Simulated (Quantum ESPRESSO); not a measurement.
## Si3O4NF (input and log of a self-consistent run)

A calculation, not a measurement. The program is pw.x of Quantum ESPRESSO 7.5 (plane-wave density functional theory). The cell is made up: 9 atoms on a quartz lattice, with randomly drawn elements, strain and displacements, not relaxed. PseudoDojo standard norm-conserving files (v0.5 for PBE, v0.4.1 for LDA and PBEsol) set the functional; there is no spin polarisation, spin-orbit coupling or dispersion term, and the masses in the input are unused placeholders.

Input:

```
&control calculation='scf', pseudo_dir='./dojo.nc.sr.pbe.v0_5.standard.upf', outdir='./o', disk_io='low', tprnfor=.true., tstress=.true. /
&system ibrav=0, nat=9, ntyp=4, nbnd=30, ecutwfc=84.00895049, nosym=.true., tot_charge=0,
 occupations='smearing', smearing='fd', degauss=0.0018374661
/
&electrons conv_thr=7.350e-09, electron_maxstep=60, /
ATOMIC_SPECIES
F 1.0 F.upf
N 1.0 N.upf
O 1.0 O.upf
Si 1.0 Si.upf
CELL_PARAMETERS angstrom
5.1517 0.0 0.0
-2.5759 4.4615 0.0
0.0 0.0 5.7937
ATOMIC_POSITIONS angstrom
Si 2.4329 -0.1689 3.9493
Si -1.3411 2.2164 1.9992
Si 1.3874 2.259 -0.0161
O 1.4783 1.0669 4.4655
O 3.279 0.8138 2.627
O 2.8055 2.6097 0.602
N 0.4503 1.8792 1.144
O -1.1506 3.2765 3.1043
F 0.8271 3.97 5.0742
K_POINTS automatic
5 5 4 1 1 1
```

The log is shortened where brackets say so; the opening notice, blank lines, dates and the lines on written files are dropped, and the path of the files is cut. It prints rydbergs, bohrs and kilobars, and counts compression as positive stress. With no partly filled state, the Fermi energy that it prints is only some level between the filled and the empty states on the mesh, and need not lie in the true gap.

```
     Program PWSCF v.7.5
     Parallel version (MPI & OpenMP), running on       4 processor cores
     Number of MPI processes:                 4
     Threads/MPI process:                     1
     [start-up lines left out]
     bravais-lattice index     =            0
     lattice parameter (alat)  =       9.7353  a.u.
     unit-cell volume          =     898.6365 (a.u.)^3
     number of atoms/cell      =            9
     number of atomic types    =            4
     number of electrons       =        48.00
     number of Kohn-Sham states=           30
     kinetic-energy cutoff     =      84.0090  Ry
     charge density cutoff     =     336.0358  Ry
     scf convergence threshold =      7.3E-09
     mixing beta               =       0.7000
     number of iterations used =            8  plain     mixing
     Exchange-correlation= PBE
                           (   1   4   3   4   0   0   0)
     [axes and pseudopotential details left out]
   Cartesian axes
     site n.     atom                  positions (alat units)
         1        Si     tau(   1) = (   0.4722519  -0.0327853   0.7666013  )
         2        Si     tau(   2) = (  -0.2603218   0.4302269   0.3880661  )
         3        Si     tau(   3) = (   0.2693092   0.4384960  -0.0031252  )
         4        O      tau(   4) = (   0.2869538   0.2070967   0.8668013  )
         5        O      tau(   5) = (   0.6364889   0.1579673   0.5099288  )
         6        O      tau(   6) = (   0.5445775   0.5065706   0.1168546  )
         7        N      tau(   7) = (   0.0874080   0.3647728   0.2220626  )
         8        O      tau(   8) = (  -0.2233438   0.6360036   0.6025778  )
         9        F      tau(   9) = (   0.1605489   0.7706194   0.9849564  )
     number of k points=    50  Fermi-Dirac smearing, width (Ry)=  0.0018
                       cart. coord. in units 2pi/alat
        k(    1) = (   0.1000000   0.1732063   0.1111487), wk =   0.0400000
        k(    2) = (   0.1000000   0.1732063   0.3334462), wk =   0.0400000
     [further k points left out]
     Dense  grid:    93591 G-vectors     FFT dimensions: (  60,  60,  64)
     Estimated max dynamical RAM per process >     188.34 MB
     Estimated total dynamical RAM >     684.81 MB
     Initial potential from superposition of free atoms
     starting charge      47.9981, renormalised to      48.0000
     Starting wfcs are   36 randomized atomic wfcs
     total cpu time spent up to now is        3.7 secs
     per-process dynamical memory:   144.7 Mb
     Self-consistent Calculation
     iteration #  1     ecut=    84.01 Ry     beta= 0.70
     Davidson diagonalization with overlap
     ethr =  1.00E-02,  avg # of iterations =  3.0
     total cpu time spent up to now is       10.6 secs
     total energy              =    -226.82311693 Ry
     estimated scf accuracy    <       2.88705548 Ry
     iteration #  2     ecut=    84.01 Ry     beta= 0.70
     Davidson diagonalization with overlap
     ethr =  6.01E-03,  avg # of iterations =  3.0
     total cpu time spent up to now is       17.2 secs
     total energy              =    -226.64638098 Ry
     estimated scf accuracy    <       6.03284942 Ry
     iteration #  3     ecut=    84.01 Ry     beta= 0.70
     Davidson diagonalization with overlap
     ethr =  6.01E-03,  avg # of iterations =  2.4
     total cpu time spent up to now is       23.2 secs
     total energy              =    -228.05155585 Ry
     estimated scf accuracy    <       0.74333671 Ry
     iteration #  4     ecut=    84.01 Ry     beta= 0.70
     Davidson diagonalization with overlap
     ethr =  1.55E-03,  avg # of iterations =  1.9
     total cpu time spent up to now is       28.4 secs
     total energy              =    -228.08298854 Ry
     estimated scf accuracy    <       0.14298047 Ry
     iteration #  5     ecut=    84.01 Ry     beta= 0.70
     Davidson diagonalization with overlap
     ethr =  2.98E-04,  avg # of iterations =  2.9
     total cpu time spent up to now is       34.0 secs
     total energy              =    -228.09077443 Ry
     estimated scf accuracy    <       0.02120159 Ry
     [iterations 6 to 8 left out]
     iteration #  9     ecut=    84.01 Ry     beta= 0.70
     Davidson diagonalization with overlap
     ethr =  3.78E-08,  avg # of iterations =  2.7
     total cpu time spent up to now is       61.1 secs
     total energy              =    -228.09450006 Ry
     estimated scf accuracy    <       0.00000690 Ry
     iteration # 10     ecut=    84.01 Ry     beta= 0.70
     Davidson diagonalization with overlap
     ethr =  1.44E-08,  avg # of iterations =  2.0
     total cpu time spent up to now is       66.3 secs
     total energy              =    -228.09450013 Ry
     estimated scf accuracy    <       0.00000200 Ry
     iteration # 11     ecut=    84.01 Ry     beta= 0.70
     Davidson diagonalization with overlap
     ethr =  4.17E-09,  avg # of iterations =  2.0
     total cpu time spent up to now is       70.8 secs
     total energy              =    -228.09450049 Ry
     estimated scf accuracy    <       0.00000012 Ry
     iteration # 12     ecut=    84.01 Ry     beta= 0.70
     Davidson diagonalization with overlap
     ethr =  2.42E-10,  avg # of iterations =  2.4
     total cpu time spent up to now is       76.0 secs
     total energy              =    -228.09450051 Ry
     estimated scf accuracy    <       0.00000001 Ry
     iteration # 13     ecut=    84.01 Ry     beta= 0.70
     Davidson diagonalization with overlap
     ethr =  2.37E-11,  avg # of iterations =  3.0
     total cpu time spent up to now is       81.5 secs
     End of self-consistent calculation
          k = 0.1000 0.1732 0.1111 ( 11688 PWs)   bands (ev):
   -25.5505 -17.7809 -16.3063 -15.7409 -15.1429  -9.7070  -8.6586  -7.0869
    -6.2916  -5.8647  -4.6998  -4.0221  -3.2434  -2.0330  -1.6093  -0.9944
    -0.6605  -0.4038   0.1348   0.6751   1.0533   1.4928   2.9230   3.7541
     5.2459   7.9167   8.4936   9.5068   9.9934  10.4788
     [levels at the other k points left out]
     the Fermi energy is     4.4453 ev
!    total energy              =    -228.09450052 Ry
     estimated scf accuracy    <          3.4E-09 Ry
     smearing contrib. (-TS)   =      -0.00000000 Ry
     internal energy E=F+TS    =    -228.09450052 Ry
     The total energy is F=E-TS. E is the sum of the following terms:
     one-electron contribution =    -122.41160992 Ry
     hartree contribution      =      84.66959169 Ry
     xc contribution           =     -60.39964397 Ry
     ewald contribution        =    -129.95283832 Ry
     convergence has been achieved in  13 iterations
     Forces acting on atoms (cartesian axes, Ry/au):
     atom    1 type  4   force =    -0.15954786    0.23719392   -0.30410580
     atom    2 type  4   force =     0.10474287   -0.16805001   -0.25194871
     atom    3 type  4   force =     0.04860826   -0.13851569   -0.02246773
     atom    4 type  3   force =     0.01216749    0.04241854    0.06452123
     atom    5 type  3   force =    -0.02960823   -0.08447838    0.08507553
     atom    6 type  3   force =     0.12235400    0.02591017    0.04145594
     atom    7 type  2   force =    -0.27334095    0.01027167    0.15826354
     atom    8 type  3   force =     0.06059023    0.12089044    0.15305869
     atom    9 type  1   force =     0.11403418   -0.04564066    0.07614731
     Total force =     0.707198     Total SCF correction =     0.000055
     Computing stress (Cartesian axis) and pressure
          total   stress  (Ry/bohr**3)                   (kbar)     P=      -33.07
  -0.00014082  -0.00003106   0.00016802          -20.72       -4.57       24.72
  -0.00003106  -0.00027341  -0.00003238           -4.57      -40.22       -4.76
   0.00016802  -0.00003238  -0.00026011           24.72       -4.76      -38.26
     init_run     :      3.45s CPU      3.59s WALL (       1 calls)
     electrons    :     77.51s CPU     77.83s WALL (       1 calls)
     forces       :      1.03s CPU      1.05s WALL (       1 calls)
     stress       :      3.55s CPU      3.55s WALL (       1 calls)
     [timing details left out]
     PWSCF        :   1m25.65s CPU   1m26.17s WALL
     JOB DONE.
```

In other units: free energy -3103.384 eV for the cell, pressure -3.31 GPa, largest force component 7.819 eV/Å. A rerun of the same cell at another strain at 1437 eV and a 7 x 7 x 6 mesh moved values by no more than 0.002 eV in energy, 0.02 GPa in stress and 0.003 eV/Å in force.